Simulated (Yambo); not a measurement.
Yambo run on ZnS (zinc blende, space group F-43m, No. 216). The wavefunctions come from this Quantum ESPRESSO step (LDA, PseudoDojo standard norm-conserving files, scalar-relativistic):

```
&CONTROL
  calculation = 'nscf'
  pseudo_dir = './pseudo'
  outdir = './out'
/
&SYSTEM
  ibrav = 0
  nat = 2
  ntyp = 2
  ecutwfc = 84.0
  ecutrho = 336.0
  occupations = 'fixed'
  force_symmorphic = .true.
  nbnd = 153
/
&ELECTRONS
  conv_thr = 2e-09
  diago_full_acc = .true.
  diago_thr_init = 1e-08
/
ATOMIC_SPECIES
S 32.0600 S.upf
Zn 65.3800 Zn.upf
CELL_PARAMETERS angstrom
  0.000000000000   2.647829172000   2.647829172000
  2.647829172000   0.000000000000   2.647829172000
  2.647829172000   2.647829172000   0.000000000000
ATOMIC_POSITIONS crystal
S   0.750000000000   0.750000000000   0.750000000000
Zn   0.000000000000   0.000000000000   0.000000000000
K_POINTS automatic
4 4 4 0 0 0
```

Yambo input:

```
rim_cut
gw0
dyson
el_el_corr
HF_and_locXC
ppa
em1d
RandQpts= 1000000
RandGvec= 1 Ry
EXXRLvcs= 84 Ry
VXCRLvcs= 336 Ry
Chimod= "HARTREE"
% BndsRnXp
 5 | 151 |
%
NGsBlkXp= 14 Ry
% LongDrXp
 1.0 | 1.0 | 1.0 |
%
PPAPntXp= 27.2114 eV
% GbndRnge
 1 | 151 |
%
GTermKind= "BG"
DysSolver= "n"
ExtendOut
% QPkrange
 1 | 1 | 13 | 14 |
 3 | 3 | 13 | 14 |
 7 | 7 | 13 | 14 |
 8 | 8 | 13 | 14 |
%
```

k points by index: 1 = Γ, 3 = L, 7 = X, 8 = W.

The o-*.qp file then holds:

```
#    K-point    Band    Eo [eV]    E [eV]    E-Eo [eV]    Vxc [eV]    Vnlxc [eV]    Sc|Eo [eV]    Sc|E [eV]    dSc/dw|Eo [eV]    Re(Z)    Im(Z)
#
    1    13    0.000000    -1.102488    -1.102488    -16.97383    -20.32773    1.957056    2.251416    -7.264733    0.789280    -0.001253
    1    14    2.127852    2.563013    0.435162    -11.99786    -7.239094    -4.222911    -4.323604    -6.295024    0.812123    -0.001176
    3    13    -0.967815    -2.065281    -1.097466    -15.78110    -19.29242    2.118814    2.413859    -7.314907    0.788133    -0.001281
    3    14    3.205735    3.772258    0.566523    -12.46219    -7.595132    -4.171042    -4.300537    -6.218806    0.813975    -0.001178
    7    13    -2.474223    -3.580648    -1.106425    -14.02740    -17.80918    2.372106    2.675350    -7.456890    0.784903    -0.001778
    7    14    3.054877    3.437661    0.382784    -11.14431    -6.957861    -3.721945    -3.803662    -5.807599    0.824112    -0.001142
    8    13    -3.009883    -4.187126    -1.177243    -16.11814    -20.56369    2.948878    3.268311    -7.381340    0.786608    -0.003249
    8    14    5.508857    5.816839    0.307983    -11.82371    -7.290483    -4.152651    -4.225242    -6.407203    0.809397    -0.003850
```
(The two width columns are left out.) Convergence of these settings isn't established.

Geometry relaxed with LDA.
